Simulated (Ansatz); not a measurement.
A geometry of TiAl3 away from equilibrium: step 11 of the relaxation of a randomly generated symmetric cell of TiAl3 (space group No. 183). Calculation: PBE (plane waves to 420 eV, PAW, scalar-relativistic; Ansatz, an electronic-structure program). Γ-centred k-mesh 8×8×8 on the run's cell (coarser than for final values), Fermi–Dirac smearing 0.05 eV.

```yaml
crystal:
  lattice:
    - [4.45101, 0.00000, 0.00000]
    - [-2.22550, 3.85469, 0.00000]
    - [0.00000, 0.00000, 5.10951]
  atoms:
    - { symbol: Al, position: [0.00000, 0.00000, 0.50484] }
    - { symbol: Al, position: [0.33333, 0.66667, 0.81219] }
    - { symbol: Al, position: [0.66667, 0.33333, 0.81219] }
    - { symbol: Ti, position: [0.00000, 0.00000, 0.99081] }
```

Question: Predict the force on each atom, in eV/Å.

Answer: 
| atom | Fx | Fy | Fz |
|---|---|---|---|
| Al1 | 0.00 | 0.00 | -0.07 |
| Al2 | 0.00 | 0.00 | -0.01 |
| Al3 | 0.00 | 0.00 | -0.01 |
| Ti4 | 0.00 | 0.00 | 0.09 |

Question: What is the pressure?

Answer: +2.2 GPa, compression positive.

Question: How much energy per atom can still be gained by relaxing?

Answer: 0.02 eV/atom; the path ends in P6mm (No. 183).

No spin polarisation in the result.

The run could not lose the symmetry of its start, so the end can be a saddle point.

The end of the path is a generated cell of TiAl3: the first start was made by a random draw of sites in a space group, and the end was not matched to a known phase here, so it may be hypothetical. Known forms of TiAl3 include space group No. 139.
